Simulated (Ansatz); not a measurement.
KTaO3:
```
CELL_PARAMETERS angstrom
      3.95137     0.00000     0.00000
      0.00000     3.95137     0.00000
      0.00000     0.00000     3.95137
ATOMIC_POSITIONS crystal
  K  0.50000 0.50000 0.50000
  Ta 0.00000 0.00000 0.00000
  O  0.00000 0.50000 0.00000
  O  0.50000 0.00000 0.00000
  O  0.00000 0.00000 0.50000
```

Relaxed with LDA. Special points in fractions of this cell's reciprocal vectors: Γ (0.000, 0.000, 0.000); X (0.000, 0.500, 0.000); M (0.500, 0.500, 0.000); R (0.500, 0.500, 0.500).

Q: List the band energies nearest the valence-band maximum at these points for the program Ansatz at the LDA level (PAW).

A: In eV from the valence-band maximum; about four levels below and three above (degenerate sets whole), none deeper than 8.9 eV; points with the same levels are listed once.

```
k                                below           above
-  -----------------------------------  --------------
Γ  -1.12 -1.12 -1.12 -0.61 -0.61 -0.61  2.14 2.14 2.14
X              -2.24 -1.63 -0.85 -0.85  2.32 5.16 5.16
M              -1.59 -1.48 -1.48 -0.04  5.20 5.20 6.52
R     -4.02 -4.02 -4.02 0.00 0.00 0.00  6.69 6.69 6.69
```

Space group Pm-3m (cubic perovskite). The cell was relaxed with LDA under the symmetry of its start. The run is not spin-polarised. Scalar-relativistic: spin–orbit coupling is off unless named, which matters more the heavier the elements.

Potentials: the earlier of the program's two PAW sets. The files were generated under PBE; for other functionals the program regenerates the frozen cores, and for LDA and PBEsol the local potential too.
